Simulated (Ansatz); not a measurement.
WC in space group P-6m2 (No. 187; W on 1a, C on 1f) under volume change, r²SCAN in the plane-wave PAW code Ansatz, shape and atoms relaxed at each volume.

| V (Å³/atom) | E − E(relaxed) (meV/atom) | P (GPa) |
|---|---|---|
| 9.477 | 123.7 | 45.92 |
| 9.790 | 52.0 | 28.14 |
| 10.102 | ? | ? |
| 10.415 | 0.0 | -0.01 |
| 10.727 | 11.1 | -11.12 |
| 11.040 | ? | ? |
| 11.352 | 90.7 | -28.77 |

Problem. Complete the blanks.

Solution. 
- 10.102, E − E(relaxed) (meV/atom): 12.3
- 10.102, P (GPa): 12.97
- 11.040, E − E(relaxed) (meV/atom): 42.3
- 11.040, P (GPa): -20.64

Problem. What does a third-order Birch–Murnaghan fit give for V₀, B₀ and B′?

Solution. V₀ = 10.41 Å³/atom, B₀ = 400 GPa, B′ = 4.2.

The cell was relaxed with r²SCAN under the symmetry of its start. No spin polarisation was allowed. Spin–orbit coupling is left out wherever it is not named.

Potentials: the later of the program's two PAW sets.
